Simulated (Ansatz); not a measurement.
**Run record: MnIr**

We look at MnIr: a measured crystal structure (space group P4/mmm, primitive cell doubled), with 4 atoms per cell. The computed pressure is over 10 GPa in size, so the cell is far from the computed equilibrium volume. Source: COD entry 1537920; it may be a high-temperature, high-pressure or metastable form.

These are results of Ansatz, DFT, PBEsol, PAW, plane waves, scalar-relativistic, not measurements.

Input file:

```yaml
crystal:
  lattice:
    - [5.45179328, 0.0, 0.0]
    - [0.0, 2.72589664, 0.0]
    - [0.0, 0.0, 3.643]
  atoms:
    - { symbol: Mn, position: [0.25, 0.5, 0.5], spin: 2.25 }
    - { symbol: Mn, position: [0.75, 0.5, 0.5], spin: -2.25 }
    - { symbol: Ir, position: [0.0, 0.0, 0.0], spin: 0.5 }
    - { symbol: Ir, position: [0.5, 0.0, 0.0], spin: -0.5 }
magnetization:
  spin_polarized: true
hamiltonian:
  xc: pbesol
  pseudopotentials: { kind: paw }
basis:
  ecutwfc: 420
kpoints:
  mp_grid: { grid: [6, 11, 8] }
scf:
  occupations: { method: fermi_dirac, width: 0.1 }
  lower_state_search: "off"
output:
  forces: true
  stress: true
```

What the program printed (shortened):

```
Pseudopotentials: kind: paw
Pseudopotential: Mn, paw, valence charge 15, recommended cutoff 420 eV (normal), Mn.paw.azcp
Pseudopotential: Ir, paw, valence charge 17, recommended cutoff 420 eV (normal), Ir.paw.azcp
Functional definition: PBEsol
Crystal: 4 atoms, lattice volume = 54.139 Å³
Basis set: ecut = 420 eV, 1059 PW (Γ), exchange–correlation on 80×40×50 points (8 copies of the dense FFT grid, shifted against one another)
Bands: 42, of which v1, the nominal top of the filled ones, is band 32 counted from 1 (31 counted from 0)
Symmetry: 4 space group operations
Space group: Pmm2 (ITA 25), of the structure as read, at distance tolerance 3.8e-5 Å
Magnetic group: BNS 25.61 (UNI 159), of the structure as read, at distance tolerance 3.8e-5 Å
k-points: 120 of 528 (time reversal used)
Non-local potential: Mn, projectors of the file, l = 0: 3, l = 1: 2, l = 2: 3, l = 3: 1
Non-local potential: Ir, projectors of the file, l = 0: 3, l = 1: 2, l = 2: 2, l = 3: 1
PAW frozen core: Mn, regenerated for the run's functional, and the local potential with it (the file was generated under x = pbe(κ = 0.804, μ = 0.2195149727645171), c = pbe(β = 0.06672455060314922))
PAW frozen core: Ir, regenerated for the run's functional, and the local potential with it (the file was generated under x = pbe(κ = 0.804, μ = 0.2195149727645171), c = pbe(β = 0.06672455060314922))
Initial density: superposition of atomic densities (chi_scale 0.1, normalization cell)
Starting moments: Σ|m| = 5.5 μB on 4 of 4 sites
Starting magnetic order: antiferromagnet; a translation exchanges its spin sublattices: spin-degenerate at every k-point
Initial wavefunctions: pseudopotential atomic-orbital guess
Functional: x = pbesol(κ = 0.804, μ = 0.12345679012345678), c = pbesol(β = 0.046)
spin-down is spin-up translated by (0.5, 0, 0): one eigenproblem is solved per k-point and the antiferromagnetic symmetry of the starting moments is kept exactly by this SCF (crystal.symmetry.spin_inversion_symmetry: false solves both channels; [...]
SCF iter   1: F=—  HF=-31336.524395 eV  |F-HF|=—  |Δ(HF+E_count)|=         —  Δρ=4.02e-2 (↑4.02e-2 ↓4.02e-2)  dr2=2.83e0  dr2_m=2.84e-1  M=0.000 μB ∫|m|=4.257 μB  β_m=0.30  ethr=3.10e-3  ⟨swp⟩=4.9  Hψ=15750  notcnv=0  defer=1
preconditioner: auto → Kerker (q_TF=auto, 2.805 Å⁻¹)  [metal: Δε(μ)=0.004 eV  Ē_g=6.635 eV  σ=0.100 eV  W_gap=0.01  n_scr=16 (ndim 8)  ℏωp=28.5 eV  f_vac=0.000  D(μ)=5.09/eV (n_scr^D=56)]
spin=Collinear: Kerker preconditioning applied to the charge; magnetization (m = ρ↑ − ρ↓) channel mixes plain (no charge-response kernel on spin).
SCF iter   2: F=—  HF=-31336.188269 eV  |F-HF|=—  |Δ(HF+E_count)|=   3.36e-1  Δρ=2.73e-2 (↑2.73e-2 ↓2.73e-2)  dr2=8.41e-1  dr2_m=1.40e-1  M=0.000 μB ∫|m|=4.341 μB  β_m=0.30  ethr=3.10e-3  ⟨swp⟩=2.0  Hψ=6867  notcnv=0  defer=30
SCF iter   3: F=—  HF=-31336.043282 eV  |F-HF|=—  |Δ(HF+E_count)|=   1.45e-1  Δρ=1.77e-2 (↑1.77e-2 ↓1.77e-2)  dr2=3.73e-1  dr2_m=8.83e-2  M=0.000 μB ∫|m|=4.498 μB  β_m=0.30  ethr=1.31e-3  ⟨swp⟩=2.5  Hψ=7868  notcnv=0  defer=30
SCF iter   4: F=—  HF=-31336.047831 eV  |F-HF|=—  |Δ(HF+E_count)|=   4.55e-3  Δρ=1.32e-2 (↑1.32e-2 ↓1.32e-2)  dr2=2.33e-2  dr2_m=7.67e-2  M=0.000 μB ∫|m|=4.603 μB  β_m=0.30  ethr=5.82e-4  ⟨swp⟩=2.0  Hψ=6850  notcnv=0  defer=33
SCF iter   5: F=—  HF=-31336.076711 eV  |F-HF|=—  |Δ(HF+E_count)|=   2.89e-2  Δρ=1.06e-2 (↑1.06e-2 ↓1.06e-2)  dr2=8.99e-3  dr2_m=5.43e-2  M=0.000 μB ∫|m|=4.645 μB  β_m=0.30  ethr=3.64e-5  ⟨swp⟩=2.1  Hψ=8904  notcnv=0  defer=33
SCF iter   6: F=—  HF=-31336.093765 eV  |F-HF|=—  |Δ(HF+E_count)|=   1.71e-2  Δρ=9.80e-3 (↑9.80e-3 ↓9.80e-3)  dr2=2.39e-3  dr2_m=4.70e-2  M=0.000 μB ∫|m|=4.712 μB  β_m=0.30  ethr=1.41e-5  ⟨swp⟩=2.0  Hψ=7678  notcnv=0  defer=33
SCF iter   7: F=—  HF=-31336.105385 eV  |F-HF|=—  |Δ(HF+E_count)|=   1.16e-2  Δρ=8.76e-3 (↑8.76e-3 ↓8.76e-3)  dr2=1.62e-4  dr2_m=3.80e-2  M=0.000 μB ∫|m|=4.768 μB  β_m=0.30  ethr=3.74e-6  ⟨swp⟩=2.0  Hψ=6857  notcnv=0  defer=33
SCF iter   8: F=—  HF=-31336.113967 eV  |F-HF|=—  |Δ(HF+E_count)|=   8.58e-3  Δρ=8.29e-3 (↑8.29e-3 ↓8.29e-3)  dr2=8.97e-4  dr2_m=3.40e-2  M=0.000 μB ∫|m|=4.828 μB  β_m=0.30  ethr=2.53e-7  ⟨swp⟩=2.0  Hψ=8839  notcnv=0  defer=33
SCF iter   9: F=—  HF=-31336.120295 eV  |F-HF|=—  |Δ(HF+E_count)|=   6.33e-3  Δρ=7.54e-3 (↑7.54e-3 ↓7.54e-3)  dr2=4.72e-5  dr2_m=2.82e-2  M=0.000 μB ∫|m|=4.877 μB  β_m=0.30  ethr=2.53e-7  ⟨swp⟩=2.0  Hψ=8841  notcnv=0  defer=33
SCF iter  10: F=—  HF=-31336.125156 eV  |F-HF|=—  |Δ(HF+E_count)|=   4.86e-3  Δρ=7.21e-3 (↑7.21e-3 ↓7.21e-3)  dr2=6.34e-4  dr2_m=2.57e-2  M=0.000 μB ∫|m|=4.931 μB  β_m=0.30  ethr=7.38e-8  ⟨swp⟩=2.1  Hψ=8883  notcnv=0  defer=33
SCF iter  11: F=—  HF=-31336.129085 eV  |F-HF|=—  |Δ(HF+E_count)|=   3.93e-3  Δρ=6.80e-3 (↑6.80e-3 ↓6.80e-3)  dr2=1.07e-3  dr2_m=2.28e-2  M=0.000 μB ∫|m|=4.980 μB  β_m=0.30  ethr=7.38e-8  ⟨swp⟩=2.0  Hψ=8901  notcnv=0  defer=33
SCF iter  12: F=—  HF=-31336.132252 eV  |F-HF|=—  |Δ(HF+E_count)|=   3.17e-3  Δρ=6.36e-3 (↑6.36e-3 ↓6.36e-3)  dr2=1.28e-3  dr2_m=1.99e-2  M=0.000 μB ∫|m|=5.025 μB  β_m=0.30  ethr=7.38e-8  ⟨swp⟩=2.1  Hψ=8743  notcnv=0  defer=33
Mixer restart at iter 12: flushing history
spin-set hold released at iteration 12 (site moments contracting): the magnetisation degrees of freedom join the quasi-Newton model from the next iteration; the mixer history was flushed
SCF iter  13: F=—  HF=-31336.134756 eV  |F-HF|=—  |Δ(HF+E_count)|=   2.50e-3  Δρ=5.88e-3 (↑5.88e-3 ↓5.88e-3)  dr2=5.81e-4  dr2_m=1.70e-2  M=0.000 μB ∫|m|=5.065 μB  β_m=0.28  ethr=7.38e-8  ⟨swp⟩=2.1  Hψ=8598  notcnv=0  defer=33
SCF iter  14: F=—  HF=-31336.142463 eV  |F-HF|=—  |Δ(HF+E_count)|=   7.71e-3  Δρ=4.72e-3 (↑4.72e-3 ↓4.72e-3)  dr2=1.79e-2  dr2_m=8.15e-3  M=0.000 μB ∫|m|=5.199 μB  β_m=0.19  ethr=7.38e-8  ⟨swp⟩=3.0  Hψ=11036  notcnv=0  defer=33
SCF iter  15: F=—  HF=-31336.145285 eV  |F-HF|=—  |Δ(HF+E_count)|=   2.82e-3  Δρ=2.52e-3 (↑2.52e-3 ↓2.52e-3)  dr2=1.94e-4  dr2_m=3.09e-3  M=0.000 μB ∫|m|=5.327 μB  β_m=0.55  ethr=7.38e-8  ⟨swp⟩=3.0  Hψ=10776  notcnv=0  defer=33
SCF iter  16: F=—  HF=-31336.146811 eV  |F-HF|=—  |Δ(HF+E_count)|=   1.53e-3  Δρ=8.04e-4 (↑8.04e-4 ↓8.04e-4)  dr2=9.07e-5  dr2_m=2.96e-4  M=0.000 μB ∫|m|=5.490 μB  β_m=0.77  ethr=7.38e-8  ⟨swp⟩=2.7  Hψ=10413  notcnv=0  defer=33
SCF iter  17: F=—  HF=-31336.147114 eV  |F-HF|=—  |Δ(HF+E_count)|=   3.03e-4  Δρ=3.22e-4 (↑3.22e-4 ↓3.22e-4)  dr2=1.01e-4  dr2_m=2.99e-5  M=0.000 μB ∫|m|=5.462 μB  β_m=0.74  ethr=7.38e-8  ⟨swp⟩=2.0  Hψ=9064  notcnv=0  defer=33
SCF iter  18: F=—  HF=-31336.147125 eV  |F-HF|=—  |Δ(HF+E_count)|=   1.06e-5  Δρ=9.59e-5 (↑9.59e-5 ↓9.59e-5)  dr2=5.93e-7  dr2_m=4.43e-6  M=0.000 μB ∫|m|=5.472 μB  β_m=0.87  ethr=7.38e-8  ⟨swp⟩=2.0  Hψ=6436  notcnv=0  defer=33
SCF iter  19: F=—  HF=-31336.147123 eV  |F-HF|=—  |Δ(HF+E_count)|=   1.43e-6  Δρ=4.17e-5 (↑4.17e-5 ↓4.17e-5)  dr2=8.72e-8  dr2_m=8.36e-7  M=0.000 μB ∫|m|=5.479 μB  β_m=0.93  ethr=1.56e-10  ⟨swp⟩=3.0  Hψ=21452  notcnv=0
SCF iter  20: F=-31336.147124 eV  HF=-31336.147124 eV  |F-HF|=3.54e-9  |Δ(HF+E_count)|=   5.28e-7  Δρ=5.71e-6 (↑5.71e-6 ↓5.71e-6)  dr2=1.14e-8  dr2_m=1.35e-8  M=0.000 μB ∫|m|=5.477 μB  ethr=1.36e-10  ⟨swp⟩=4.0  Hψ=17029  notcnv=0
SCF 1 converged in 20 iterations: F = -31336.147124 eV  dr2 = 1.14e-8
  greatest PAW one-centre occupation: 1.001 electrons in one spin orbital (limit 2), on the Mn atom at site 1 (counted from 0), in its partial waves of l = 1
SCF converged after 20 iterations
Magnetization: 0.0000 μB (32.0000 up, 32.0000 down)
Absolute magnetization: 5.4871 μB (∫|ρ↑−ρ↓|, with the PAW one-centre terms)
Spin contamination: 2.3857 ħ² per cell (⟨S²⟩ above its minimum at these occupations)
Per-site moments (μB) at R_I (Å): [(2.5542, 1.0939), (-2.5542, 1.0939), (-2.5226e-5, 1.0939), (2.5226e-5, 1.0939)]
Free energy (F): -31336.147124 eV
Harris-Foulkes:  -31336.147124 eV  (|F-HF|=3.54e-9)
Internal energy: -31335.985904 eV  (E = F + TS)
E sigma→0 (E₀):  -31336.066514 eV
Entropy (-TS):   -0.161220 eV (-40.305 meV/atom)
Fermi energy:    21.012948 eV
--- Per-component energies (eV) ---
  E_band       = -600.335609
  E_kinetic    = 1850.707375
  E_local      = -5656.380629  (includes V_loc(G=0)·N_el)
  E_nonlocal   = 637.670392
  E_hartree    = 2258.986730
  E_xc         = -758.416622
  E_vxc        = -889.154242  (∫ρ·V_xc dr)
  E_paw        = -20716.464128  (= ΣΔE_a)
  E_vpaw       = -1061.149223  (= ΣTr[D̂ρ^β])
  E_aug_tail   = 0.000070  (compensation charges beyond the density's cutoff)
  E_ewald      = -8952.958963
  E_core_change = 0.869870  (= ΣΔE_core)
  E_smearing   = -0.161220  (= −TS)
  E_closure    = -0.000000  (closes the sum)
  Σ components = -31336.147124   (vs F -31336.147124, Δ=0.00e0)
--- Forces (eV/Å), atoms counted from 1 ---
  atom   1  Mn    -0.00002266     0.00000000     0.00000000
  atom   2  Mn    -0.00002266     0.00000000     0.00000000
  atom   3  Ir     0.00000778     0.00000000     0.00000000
  atom   4  Ir     0.00000778     0.00000000     0.00000000
  max |Σ_I F_I| component: 2.98e-5 eV/Å
--- Stress (GPa, compression-positive) ---
      -12.408655       0.000000       0.000000
        0.000000     -10.299732       0.000000
        0.000000       0.000000     -13.208505
  P = ⅓ Tr σ = -11.9723 GPa (-119.723 kbar)
```

Among 14 converged runs of this cell from various starts and settings, this end is the lowest found. Sign patterns typed on Mn1 Mn2 Ir3 Ir4: ++++, ++--, +-+-, +--+, 00+0; other orders that fit weren't typed.

The log names the space group Pmm2, not the crystal's P4/mmm, as the starting moments make like atoms unequal.

The run took 53 s on 2 threads of Arm Neoverse N1, on a shared host, peak memory 0.55 GiB.
